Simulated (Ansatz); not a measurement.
Ge:
```yaml
crystal:
  lattice:
    - [-3.47031, 3.47031, 3.47031]
    - [3.47031, -3.47031, 3.47031]
    - [3.47031, 3.47031, -3.47031]
  atoms:
    - { symbol: Ge, position: [0.50000, 0.00000, 0.79608] }
    - { symbol: Ge, position: [0.50000, 0.00000, 0.20392] }
    - { symbol: Ge, position: [0.70392, 0.70392, 0.70392] }
    - { symbol: Ge, position: [0.29608, 0.29608, 0.29608] }
    - { symbol: Ge, position: [0.00000, 0.79608, 0.50000] }
    - { symbol: Ge, position: [0.00000, 0.20392, 0.50000] }
    - { symbol: Ge, position: [0.79608, 0.50000, 0.00000] }
    - { symbol: Ge, position: [0.20392, 0.50000, 0.00000] }
```

Relaxed with PBEsol. Special points in fractions of this cell's reciprocal vectors: Γ (0.000, 0.000, 0.000); H (0.500, -0.500, 0.500); N (0.000, 0.000, 0.500); P (0.250, 0.250, 0.250).

**Question.** List the band energies nearest the Fermi level at these points for PBEsol in the plane-wave PAW code Ansatz.

**Answer.** In eV from the Fermi level; about four levels below and three above (degenerate sets whole), none deeper than 8.9 eV; points with the same levels are listed once.

```tsv
k	below	above
Γ	-3.69 -3.69 -3.69 -1.36 -1.36 -0.83	1.56 1.56 1.56
H	-2.46 -2.46 -2.46 -1.64	0.41 0.41 0.41
N	-1.98 -1.98 -1.16 -1.16	0.36 0.36 1.78 1.78
P	-2.80 -2.80 -2.80 -2.80	2.16 2.16 2.16 2.16
```

Space group Ia-3. The first step of the workflow began from a Materials Project structure, measured or hypothetical; the Crystallography Open Database copy checked does not list it. It is not the phase usual at ambient conditions (space group No. 227). The cell was relaxed with PBEsol under the symmetry of its start; of distortions, only those at the zone centre were tested. Scalar-relativistic: spin–orbit coupling is off unless named, which matters more the heavier the elements.

Potentials: the later of the program's two PAW sets.
